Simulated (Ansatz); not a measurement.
Input:

In:
```yaml
crystal:
  lattice:
    - [2.60024, -4.35201, 0.00000]
    - [2.60024, 4.35201, 0.00000]
    - [0.00000, 0.00000, 5.11168]
  atoms:
    - { symbol: In, position: [0.84365, 0.15635, 0.91427] }
    - { symbol: In, position: [0.34365, 0.65635, 0.58573] }
    - { symbol: In, position: [0.15635, 0.84365, 0.08573] }
    - { symbol: In, position: [0.65635, 0.34365, 0.41427] }
```

This is the r²SCAN-relaxed structure.

Task: All from r²SCAN (plane waves, PAW; program Ansatz), unless another level is named. Give the density of states at the Fermi level.

Result: 0.16 states/eV per atom (mean over ±0.08 eV).

Task: Predict the gap with spin–orbit coupling.

Result: none (metallic).

Space group Cmce. The start of the workflow was typed in or built on a structure type; neither database checked (COD, Materials Project) lists it. It is not the phase usual at ambient conditions (space group No. 139). The r²SCAN relaxation kept the symmetry of its start; whether a distortion lowers the energy is not shown. Scalar-relativistic: spin–orbit coupling is off unless named, which matters more the heavier the elements.

Potentials: the earlier of the program's two PAW sets.
